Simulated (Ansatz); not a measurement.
FeCo:
```xyz
4
Lattice="0.0000 2.7948 2.7948 2.7948 0.0000 2.7948 2.7948 2.7948 0.0000" Properties=species:S:1:pos:R:3 pbc="T T T"
Fe     1.3974     1.3974     1.3974
Fe     0.0000     0.0000     0.0000
Co     2.7948     2.7948     2.7948
Co     4.1921     4.1921     4.1921
```
Starting moments (μB, in the order of the atoms Fe Fe Co Co): 2.6 2.6 1.8 1.8.

Relaxed with PBEsol. Special points in fractions of this cell's reciprocal vectors: Γ (0.000, 0.000, 0.000); X (0.500, 0.000, 0.500); U (0.625, 0.250, 0.625); K (0.375, 0.375, 0.750); L (0.500, 0.500, 0.500); W (0.500, 0.250, 0.750).

List the band energies nearest the Fermi level at these points for PBEsol (plane waves, PAW; program Ansatz).

In eV from the Fermi level; about four levels below and three above (degenerate sets whole), none deeper than 8.9 eV; … stands for higher levels left out; points with the same levels are listed once.

| k | below | above |
|---|---|---|
| Γ ↑ | -1.23 -1.23 -0.51 -0.51 -0.51 | 8.14 8.14 8.14 |
| X ↑ | -0.21 -0.21 -0.11 -0.11 | … |
| U ↑ | -1.19 -1.19 -0.66 -0.24 | 0.02 0.03 1.80 |
| L ↑ | -0.96 -0.96 -0.78 -0.33 | 6.55 6.55 … |
| W ↑ | -0.07 -0.07 -0.06 -0.06 | … |
| Γ ↓ | -2.50 -2.50 -2.50 -0.92 -0.92 -0.92 | 0.41 0.41 1.25 1.25 |
| X ↓ | -0.75 -0.75 -0.52 -0.52 | 0.08 0.08 0.11 0.11 |
| U ↓ | -1.31 -1.31 -1.28 -0.93 -0.26 | 0.04 0.11 0.60 |
| L ↓ | -2.23 -2.23 -1.80 -1.72 -1.72 | 0.46 0.46 0.62 0.62 |
| W ↓ | -1.47 -1.47 -1.44 -1.44 | 0.06 0.06 0.34 0.34 |

Space group Fd-3m. A made-up cell: these elements were put on the sites of a structure type; neither database checked (COD, Materials Project) lists it. It is not the phase usual at ambient conditions (space group No. 221). The cell was relaxed with PBEsol under the symmetry of its start; whether a distortion lowers the energy is not shown. The final state is ferromagnetic, chosen from 4 collinear starts compared on coarse meshes (ties went to the first, and starts can fall back to one state), not a proven ground state.

Potentials: the later of the program's two PAW sets.
